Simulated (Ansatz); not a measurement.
Input file for Ansatz (an electronic-structure program):

Ansatz 0.2 input:
```yaml
crystal:
  lattice:
    - [3.8082923836, 0.0, 0.0]
    - [-1.9041461918, 3.2980779493, 0.0]
    - [0.0, 0.0, 12.4677508808]
  atoms:
    - { symbol: Zn, position: [0.6666666667, 0.3333333333, 0.7500733522] }
    - { symbol: Zn, position: [0.3333333333, 0.6666666667, 0.2500733522] }
    - { symbol: Zn, position: [0.0, 0.0, 0.5001152011] }
    - { symbol: Zn, position: [0.0, 0.0, 0.0001152011] }
    - { symbol: S, position: [0.6666666667, 0.3333333333, 0.9375767439] }
    - { symbol: S, position: [0.3333333333, 0.6666666667, 0.4375767439] }
    - { symbol: S, position: [0.0, 0.0, 0.6872347027] }
    - { symbol: S, position: [0.0, 0.0, 0.1872347027] }
kpoints:
  mp_grid: { grid: [8, 8, 3] }
hamiltonian:
  xc: r2scan
  pseudopotentials: { kind: paw }
scf:
  occupations: { method: fixed }
checkpoint: { read: static.run }
output: { write_density: true, elf: true, volumetric_format: npy }
```

Output (shortened):

```
Pseudopotentials: kind: paw
Pseudopotential: Zn, paw, valence charge 12
Pseudopotential: S, paw, valence charge 6
Functional definition: r2SCAN
Crystal: 8 atoms, lattice volume = 156.596 Å³
Basis set: ecut = 500 eV, 3903 PW (Γ), exchange–correlation on 120×120×384 points (64 copies of the dense FFT grid, shifted against one another)
Bands: 44, of which v1, the nominal top of the filled ones, is band 36 counted from 1 (35 counted from 0)
Symmetry: 12 space group operations
Space group: P63mc (ITA 186), of the structure as read, at distance tolerance 5.4e-5 Å
k-points: 20 of 192 (time reversal used)
PAW frozen core: Zn, regenerated for the run's functional
PAW frozen core: S, regenerated for the run's functional
Initial density: read from a saved state, or passed on in memory by an earlier SCF of this step, an earlier step, the calling program or the single point that …
Stability of the state it starts from, as read at its close in the unpolarized treatment …
Initial wavefunctions: pseudopotential atomic-orbital guess
Eigensolver: davidson
Functional: x = r2scan, c = r2scan; τ floored in thin density (d = 2e-4 eV/Å³)
iter 1 solved again at ethr=1.43e-7 eV; its pass at ethr=3.10e-3 eV (dr2=1.03e-4 eV) is discarded
SCF iter   1: F=—  HF=-16933.792244 eV  |F-HF|=—  |Δ(HF+E_count)|=         —  Δρ=2.09e-6  dr2=3.25e-9  dr2_τ=6.57e-11  ethr=1.43e-7  ⟨swp⟩=3.1  Hψ=5431  notcnv=0  defer=117
all-band conjugate gradients solve this SCF's bands
preconditioner: auto → Resta (q_TF=auto, 2.397 Å⁻¹)
SCF iter   2: F=—  HF=-16933.792154 eV  |F-HF|=—  |Δ(HF+E_count)|=   9.00e-5  Δρ=1.85e-6  dr2=2.52e-9  dr2_τ=8.61e-11  ethr=4.51e-12  ⟨swp⟩=12.0  Hψ=4637  notcnv=0
SCF iter   3: F=-16933.792154 eV  HF=-16933.792154 eV  |F-HF|=4.58e-10  |Δ(HF+E_count)|=   1.16e-9  Δρ=8.23e-7  dr2=4.92e-10  dr2_τ=1.74e-11  ethr=3.50e-12  ⟨swp⟩=1.4  Hψ=2202  notcnv=0
SCF 1 converged in 3 iterations: F = -16933.792154 eV  dr2 = 4.92e-10
SCF converged after 3 iterations
Free energy (F): -16933.792154 eV
Harris-Foulkes:  -16933.792154 eV  (|F-HF|=4.58e-10)
Internal energy: -16933.792154 eV  (E = F + TS)
E sigma→0 (E₀):  -16933.792154 eV
Fermi energy:    5.620539 eV
--- Per-component energies (eV) ---
  E_band       = -4.768563
  E_kinetic    = 950.280812
  E_local      = -8172.176706  (includes V_loc(G=0)·N_el)
  E_nonlocal   = 2586.489174
  E_hartree    = 3429.197148
  E_xc         = -863.187425
  E_vxc        = -592.950307  (∫ρ·V_xc dr)
  E_paw        = -9839.710845  (= ΣΔE_a)
  E_vpaw       = -1664.138994  (= ΣTr[D̂ρ^β])
  E_aug_tail   = -0.000253  (compensation charges beyond the density's cutoff)
  E_vtau       = 29.331276  (kinetic-family band-sum trace: ∫τ·v_τ [+ j·A + Jᵃ·Aᵃ] dr)
  E_ewald      = -5023.514516
  E_core_change = -1.169542  (= ΣΔE_core)
  E_smearing   =  0.000000  (= −TS)
  E_closure    = 0.000000  (closes the sum)
  Σ components = -16933.792154   (vs F -16933.792154, Δ=0.00e0)
  [band-id]    e_kinetic+e_local+e_nonlocal+2·e_hartree+e_vxc+e_vpaw+e_augmentation_tail+e_vtau = -4.770702   (vs E_band -4.768563, Δ=-2.14e-3)
--- Band table (eV; the first three rows and the last of 20) ---
  k-point 0: bands = ["-8.1261", "-7.6921", "-7.6812", "-7.1625", "-0.9115", "-0.9043", "-0.9043", "-0.8762", "-0.8606", "-0.8606", "-0.8576", "-0.8372", "-0.8372", "-0.7961", "-0.7961", "-0.3849", "-0.3849", "-0.3773", "-0.3773", "-0.3475", "-0.3475", "-0.3310", "-0.3310", "-0.1655", "0.1579", "2.7255", "2.7469", "4.7086", "4.7086", "5.1307", "5.1307", "5.1434", "5.1434", "5.5772", "5.6205", "5.6205", "8.3620", "9.3335", "9.5606", "9.8166", "12.4286", "12.4286", "12.5574", "12.7231"]
  k-point 1: bands = ["-8.0710", "-7.9150", "-7.4375", "-7.2391", "-0.9129", "-0.9077", "-0.8970", "-0.8970", "-0.8780", "-0.8780", "-0.8206", "-0.8206", "-0.8028", "-0.8028", "-0.7463", "-0.4922", "-0.3830", "-0.3830", "-0.3792", "-0.3792", "-0.3433", "-0.3433", "-0.3351", "-0.3351", "0.7209", "1.6388", "3.9178", "4.7637", "4.7637", "4.9174", "4.9174", "5.0198", "5.3702", "5.3702", "5.5514", "5.5514", "8.8211", "9.3924", "9.4294", "9.6112", "12.4189", "12.4380", "12.5121", "12.5121"]
  k-point 2: bands = ["-8.0177", "-7.6027", "-7.5917", "-7.1025", "-0.9131", "-0.8956", "-0.8845", "-0.8823", "-0.8736", "-0.8338", "-0.8197", "-0.8102", "-0.8086", "-0.7821", "-0.7637", "-0.4023", "-0.3934", "-0.3908", "-0.3696", "-0.3686", "-0.3487", "-0.3454", "-0.3246", "-0.1273", "0.3207", "2.6826", "2.7049", "3.9559", "4.4578", "4.4839", "4.5239", "4.8101", "4.9358", "4.9427", "5.4399", "5.4875", "9.1151", "10.0165", "10.1943", "10.4868", "11.8733", "12.0151", "12.2421", "12.7109"]
  k-point 19: bands = ["-6.9963", "-6.9672", "-6.8948", "-6.8709", "-0.8294", "-0.8229", "-0.7423", "-0.7234", "-0.7008", "-0.6920", "-0.6416", "-0.6138", "-0.5071", "-0.4941", "-0.4526", "-0.4278", "-0.3877", "-0.3815", "-0.3569", "-0.3396", "-0.1488", "-0.1178", "-0.0670", "-0.0440", "0.7559", "0.8172", "1.0337", "1.1012", "2.2596", "2.3740", "2.9171", "3.1011", "3.3846", "3.7617", "4.0924", "4.0986", "10.4175", "10.4616", "10.9861", "11.4485", "11.9915", "12.0730", "12.3726", "12.7682"]
  band table: 44 of 44 bands, residual norms ≤ 1.0e-3 eV
```

Cost: around 16 core-seconds (rough) on shared cores.

Space group P6_3mc (4H polytype). The cell was relaxed with r²SCAN under the symmetry of its start.

Potentials: the later of the program's two PAW sets.

Ansatz is a plane-wave DFT program.
